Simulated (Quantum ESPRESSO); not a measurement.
# RhAl3PdZr2Nb: one composition in several site orders

Simulated, not a measurement. The program is pw.x of Quantum ESPRESSO 7.5 (plane-wave density functional theory). The cell is made up: eight metal atoms on a hexagonal close-packed lattice, with elements, volume, strain and displacements drawn at random and not relaxed, so it may be unstable or far from any real phase. PseudoDojo standard norm-conserving files set the functional (PBE unless stated); there is no spin polarisation or spin-orbit coupling, the Fermi-Dirac width of 0.25 eV means electrons at about 2900 K, and the masses in the input are unused placeholders. A spin test at this wide smearing found no moment, but such smearing suppresses magnetism that the real alloy may have.

The runs put one composition on the sites in different orders. Cell, positions, cutoff, mesh and smearing stay as in the input of run 1; sites are counted in its order. Stress in the tables is positive in tension.

Input of run 1:

```
&control calculation='scf', pseudo_dir='./dojo.nc.sr.pbe.v0_5.standard.upf', outdir='./o', disk_io='medium', tprnfor=.true., tstress=.true. /
&system ibrav=0, nat=8, ntyp=5, nbnd=55, ecutwfc=87.97787729, nosym=.true., tot_charge=0,
 occupations='smearing', smearing='fd', degauss=0.0183746611
/
&electrons conv_thr=1.470e-08, electron_maxstep=70, mixing_beta=0.5 /
ATOMIC_SPECIES
Al 1.0 Al.upf
Nb 1.0 Nb.upf
Pd 1.0 Pd.upf
Rh 1.0 Rh.upf
Zr 1.0 Zr.upf
CELL_PARAMETERS angstrom
2.966 -0.0071 0.0056
-0.0122 5.1642 0.0262
0.0186 0.0499 9.9043
ATOMIC_POSITIONS angstrom
Rh -0.0051 0.005 -0.0742
Al 0.0104 0.0316 4.9896
Pd -0.0286 1.6979 2.5058
Al 0.0183 1.755 7.3987
Zr 1.5036 2.5435 0.0839
Zr 1.5414 2.5893 4.9404
Nb 1.4519 4.3538 2.5545
Al 1.4952 4.3405 7.4158
K_POINTS automatic
8 5 3 1 1 1
```

| run | elements on sites 1 to 8 | free energy less that of run 1 (eV) | -TS (eV) | pressure (GPa) | stress xx (GPa) | stress yy (GPa) | stress zz (GPa) | stress yz (GPa) | stress xz (GPa) | stress xy (GPa) | iterations |
| --- | --- | --- | --- | --- | --- | --- | --- | --- | --- | --- | --- |
| 1 | Rh Al Pd Al Zr Zr Nb Al | 0.000 | -1.358 | -8.92 | 4.56 | 8.48 | 13.72 | 0.28 | -0.02 | 0.22 | 19 |
| 2 | Pd Nb Al Al Rh Zr Zr Al | 1.131 | -1.464 | -6.43 | 2.15 | 2.79 | 14.35 | 0.51 | 0.12 | 0.12 | 20 |
| 3 | Zr Al Pd Al Zr Nb Rh Al | 0.919 | -1.364 | -8.46 | 4.92 | 5.75 | 14.70 | 0.18 | -0.05 | -0.12 | 19 |
| 4 | Pd Zr Nb Al Rh Zr Al Al | 1.679 | -1.472 | -6.11 | 2.95 | 2.49 | 12.89 | 0.37 | 0.08 | -0.02 | 20 |
| 5 | Rh Al Nb Al Zr Pd Al Zr | 0.022 | -1.410 | -8.07 | 4.94 | 10.24 | 9.03 | -0.43 | 0.26 | 0.02 | 19 |
| 6 | Al Nb Al Zr Pd Al Zr Rh | -0.106 | -1.305 | -8.26 | 5.41 | 10.41 | 8.97 | 1.93 | -0.06 | -0.02 | 20 |

Forces Fx Fy Fz (eV/Å):

| site | run 1 | run 2 | run 3 | run 4 | run 5 | run 6 |
| --- | --- | --- | --- | --- | --- | --- |
| 1 | 0.03 -0.33 -0.46 | 0.03 0.02 -0.32 | 0.08 -0.46 0.76 | 0.03 -0.09 -0.15 | 0.02 -0.10 0.15 | -0.01 -0.54 -0.44 |
| 2 | 0.10 -0.23 -0.31 | 0.06 0.17 0.86 | 0.08 -0.21 -0.80 | 0.14 -0.16 -0.24 | 0.03 0.28 -0.61 | 0.08 -0.29 0.82 |
| 3 | 0.11 -0.03 -0.12 | 0.11 0.40 -1.24 | 0.07 -0.01 0.20 | 0.07 0.46 -2.05 | 0.10 0.02 0.52 | 0.04 0.42 -0.46 |
| 4 | 0.05 -0.15 0.39 | 0.03 -0.03 1.26 | 0.05 0.22 -0.42 | 0.04 0.08 1.58 | 0.02 -0.16 -0.27 | 0.04 0.66 0.33 |
| 5 | -0.04 -0.28 0.24 | -0.04 -0.02 -0.03 | -0.11 0.52 0.53 | -0.05 0.10 -0.01 | -0.05 -0.20 -0.30 | -0.01 -0.25 0.16 |
| 6 | -0.15 0.10 0.05 | -0.12 -0.21 0.38 | -0.16 0.51 -0.18 | -0.22 0.20 0.77 | -0.08 0.03 0.17 | -0.13 0.17 0.12 |
| 7 | -0.08 0.77 -0.70 | -0.06 -0.28 -1.98 | 0.00 -0.27 0.16 | 0.01 -0.44 -1.36 | 0.00 -0.13 -0.30 | -0.02 -0.19 -0.66 |
| 8 | -0.02 0.17 0.91 | -0.02 -0.05 1.08 | 0.00 -0.29 -0.24 | -0.03 -0.16 1.46 | -0.05 0.25 0.64 | 0.01 0.02 0.14 |

The sites are displaced and not relaxed, so the energy differences hold strain from misfit and are not ordering energies. A rerun of one cell of this series at a higher cutoff and on a denser mesh moved values by no more than 0.004 eV in energy, 0.04 GPa in stress and 0.010 eV/Å in force, and a second program with other atomic files agreed on that cell to 2 % rms in force and 0.5 GPa in pressure.